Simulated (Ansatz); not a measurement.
**Rocksalt alloy of LiCl and LiBr (28 of 32 Cl sites exchanged), 64 atoms**

Ansatz, PAW, plane waves. PBEsol relaxation of volume and atoms (shape held) at the single k point (¼, ¼, ¼) without its symmetry partners; single points on the relaxed atoms at the Γ point alone, onto which points of the small cell's zone fold. Arrangement: quasirandom. No spin–orbit coupling unless named.

Relaxed structure:

```yaml
crystal:
  lattice:
    - [10.74520, 0.00000, 0.00000]
    - [0.00000, 10.74520, 0.00000]
    - [0.00000, 0.00000, 10.74520]
  atoms:
    - { symbol: Br, position: [0.24923, 0.00084, 0.99974] }
    - { symbol: Br, position: [0.25134, 0.99885, 0.49982] }
    - { symbol: Br, position: [0.24915, 0.49948, 0.00016] }
    - { symbol: Br, position: [0.25115, 0.50121, 0.49955] }
    - { symbol: Br, position: [0.75156, 0.00235, 0.99832] }
    - { symbol: Br, position: [0.74919, 0.00028, 0.50127] }
    - { symbol: Br, position: [0.74945, 0.50030, 0.50111] }
    - { symbol: Br, position: [0.99874, 0.24990, 0.50149] }
    - { symbol: Br, position: [0.99938, 0.74892, 0.00034] }
    - { symbol: Br, position: [0.99997, 0.74984, 0.50011] }
    - { symbol: Br, position: [0.50240, 0.25191, 0.99892] }
    - { symbol: Br, position: [0.50125, 0.25036, 0.50126] }
    - { symbol: Br, position: [0.50139, 0.74944, 0.99996] }
    - { symbol: Br, position: [0.00035, 0.00109, 0.24940] }
    - { symbol: Br, position: [0.99927, 0.00206, 0.75126] }
    - { symbol: Br, position: [0.99942, 0.49876, 0.24801] }
    - { symbol: Br, position: [0.99786, 0.49743, 0.75229] }
    - { symbol: Br, position: [0.50058, 0.99928, 0.25091] }
    - { symbol: Br, position: [0.50122, 0.00030, 0.74917] }
    - { symbol: Br, position: [0.50165, 0.50126, 0.25021] }
    - { symbol: Br, position: [0.50239, 0.49999, 0.74978] }
    - { symbol: Br, position: [0.24919, 0.24988, 0.24868] }
    - { symbol: Br, position: [0.24893, 0.25006, 0.75096] }
    - { symbol: Br, position: [0.25170, 0.75016, 0.25097] }
    - { symbol: Br, position: [0.25106, 0.75001, 0.74903] }
    - { symbol: Br, position: [0.75145, 0.25148, 0.24733] }
    - { symbol: Br, position: [0.74913, 0.74944, 0.24984] }
    - { symbol: Br, position: [0.74962, 0.74908, 0.75008] }
    - { symbol: Cl, position: [0.75194, 0.49691, 0.99839] }
    - { symbol: Cl, position: [0.99725, 0.25127, 0.99919] }
    - { symbol: Cl, position: [0.50050, 0.74987, 0.50056] }
    - { symbol: Cl, position: [0.75134, 0.25178, 0.75290] }
    - { symbol: Li, position: [0.99964, 0.00821, 0.99938] }
    - { symbol: Li, position: [0.99996, 0.99968, 0.50052] }
    - { symbol: Li, position: [0.99277, 0.49314, 0.00011] }
    - { symbol: Li, position: [0.00013, 0.49905, 0.49993] }
    - { symbol: Li, position: [0.50067, 0.00037, 0.00130] }
    - { symbol: Li, position: [0.50099, 0.99441, 0.50033] }
    - { symbol: Li, position: [0.50660, 0.50023, 0.99974] }
    - { symbol: Li, position: [0.50222, 0.50846, 0.50008] }
    - { symbol: Li, position: [0.24256, 0.25029, 0.99807] }
    - { symbol: Li, position: [0.24944, 0.24987, 0.50066] }
    - { symbol: Li, position: [0.24975, 0.75027, 0.00111] }
    - { symbol: Li, position: [0.25987, 0.74965, 0.50065] }
    - { symbol: Li, position: [0.75627, 0.25988, 0.99159] }
    - { symbol: Li, position: [0.74972, 0.25137, 0.50795] }
    - { symbol: Li, position: [0.75071, 0.74771, 0.99944] }
    - { symbol: Li, position: [0.74338, 0.74913, 0.50035] }
    - { symbol: Li, position: [0.25122, 0.99951, 0.25059] }
    - { symbol: Li, position: [0.25036, 0.00094, 0.74882] }
    - { symbol: Li, position: [0.25201, 0.49822, 0.24790] }
    - { symbol: Li, position: [0.24984, 0.49969, 0.74974] }
    - { symbol: Li, position: [0.75266, 0.00197, 0.24932] }
    - { symbol: Li, position: [0.74945, 0.00689, 0.74993] }
    - { symbol: Li, position: [0.75212, 0.50000, 0.24103] }
    - { symbol: Li, position: [0.75035, 0.49415, 0.75730] }
    - { symbol: Li, position: [0.99879, 0.24904, 0.23914] }
    - { symbol: Li, position: [0.99350, 0.24950, 0.75591] }
    - { symbol: Li, position: [0.00111, 0.74876, 0.25183] }
    - { symbol: Li, position: [0.99931, 0.74925, 0.75069] }
    - { symbol: Li, position: [0.50233, 0.24982, 0.24970] }
    - { symbol: Li, position: [0.50810, 0.25025, 0.74963] }
    - { symbol: Li, position: [0.50005, 0.74899, 0.25686] }
    - { symbol: Li, position: [0.50181, 0.75003, 0.74387] }
```

(1) What are the mean bond lengths by pair (pairs within 1.2 times the sum of covalent radii, less contacts 15 % beyond the pair's median; cation–cation pairs of compounds aside; long ionic contacts are cut short by that bound)?

(2) What gap lies between the top filled and the lowest empty level in the single points?

## Answers

(1) Br–Li 2.698 ± 0.032 Å (standard deviation, 168 bonds); Cl–Li 2.608 ± 0.028 Å (standard deviation, 24 bonds).

(2) HSE06 6.45 eV (2.3 min on 7 threads of Neoverse-V2).
